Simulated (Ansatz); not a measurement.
Given:

Si$_{3}$N$_{4}$:
```
CELL_PARAMETERS angstrom
      0.00000     3.86507     3.86507
      3.86507     0.00000     3.86507
      3.86507     3.86507     0.00000
ATOMIC_POSITIONS crystal
  Si 0.62500 0.62500 0.62500
  Si 0.12500 0.62500 0.62500
  Si 0.62500 0.12500 0.62500
  Si 0.62500 0.62500 0.12500
  Si 0.25000 0.25000 0.25000
  Si 0.00000 0.00000 0.00000
  N  0.86757 0.86757 0.86757
  N  0.39729 0.86757 0.86757
  N  0.86757 0.39729 0.86757
  N  0.86757 0.86757 0.39729
  N  0.38243 0.38243 0.38243
  N  0.85271 0.38243 0.38243
  N  0.38243 0.85271 0.38243
  N  0.38243 0.38243 0.85271
```

This is the r²SCAN-relaxed structure.

All from the program Ansatz at the r²SCAN level (PAW), unless another level is named. Give the electron effective mass, band 1 of 3 at the edge.

0.57 along [100], 0.46 along [110], 0.43 along [111] (mₑ).

Give the formation energy from the elements (no fitted shifts).

-1112 meV/atom.

Next, the conduction-band minimum?

at Γ.

Space group Fd-3m. The r²SCAN relaxation kept the symmetry of its start; phonons on a q-mesh show no instability. The references are the lowest solids computed at this level, not always the standard phases (solids in place of the gases).

Potentials: the later of the program's two PAW sets.

Edges and masses are those of Kohn–Sham bands, whose gap is no quasiparticle gap.
